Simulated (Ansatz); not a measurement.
AlAs:
```yaml
crystal:
  lattice:
    - [0.00000, 2.84095, 2.84095]
    - [2.84095, 0.00000, 2.84095]
    - [2.84095, 2.84095, 0.00000]
  atoms:
    - { symbol: Al, position: [0.00000, 0.00000, 0.00000] }
    - { symbol: As, position: [0.25000, 0.25000, 0.25000] }
```

Relaxed with HSE06.

Task: Give the Bader charges and basin volumes of the independent atoms, DFT-HSE06 in the program Ansatz with PAW potentials.

Result: 

| atom | Bader charge (e) | Bader volume (Å³) |
|---|---|---|
| Al1 | +2.06 | 7.5 |
| As2 | -2.06 | 38.4 |

Space group F-43m (zinc blende). The HSE06 relaxation kept the symmetry of its start.

Potentials: the earlier of the program's two PAW sets.
